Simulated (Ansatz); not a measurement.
## KRb₂RhF₆: the gap from level to level

A database entry relaxed whole under r2SCAN at zero pressure (Fm-3m, No. 225):

```
K Rb Rh F
1.0
     0.00000    4.45219    4.45219
     4.45219    0.00000    4.45219
     4.45219    4.45219    0.00000
K Rb Rh F
1 2 1 6
Cartesian
  4.4522 4.4522 4.4522
  2.2261 2.2261 2.2261
  6.6783 6.6783 6.6783
  0.0000 0.0000 0.0000
  1.9803 4.4522 4.4522
  4.4522 1.9803 4.4522
  6.9241 4.4522 4.4522
  4.4522 6.9241 4.4522
  4.4522 4.4522 1.9803
  4.4522 4.4522 6.9241
```

Its volume is 17.65 Å³ an atom, +1.0 % against the entry's 17.48, a cell as deposited in COD (1975).

Single points on this cell with plane-wave PAW DFT (Ansatz 0.2.0; r2SCAN 500 eV, hybrids 420 eV; fermi-dirac occupations of width 0.020 eV; no moments): r2SCAN on a 6×6×6 Γ-centred mesh; HSE06 on a 4×4×4 Γ-centred mesh; PBE0 on a 4×4×4 Γ-centred mesh.

Problem. What does each level give for gap and charges?

Solution. The runs give:

| level | gap (eV), or kind | pressure (GPa) | Bader charge of K (e) | Bader charge of Rb (e) | Bader charge of Rh (e) | Bader charge of F (e) |
| --- | --- | --- | --- | --- | --- | --- |
| r2SCAN | 2.82 | 0.0 | +0.89 | +0.92 | +1.65 | -0.73 |
| HSE06 | 4.71 | 0.4 | +0.89 | +0.93 | +1.70 | -0.74 |
| PBE0 | 5.51 | 0.4 | +0.89 | +0.93 | +1.71 | -0.74 |

Under r2SCAN the gap is 2.82 eV, over mesh and band path. HSE06 moves it by +1.89 eV and PBE0 by +2.70 eV; PBE0 keeps its exact exchange at long range, which widens the gap over HSE06's by 0.81 eV on their common mesh. The charge on Rh goes from +1.65 to +1.70 e under HSE06.

Caveats: the relaxation kept the start's symmetry; HSE06 is read on its mesh and at the zone's corners, PBE0 on its mesh alone; hybrid pressures are good to a few tenths of a GPa; pressure is positive in compression.
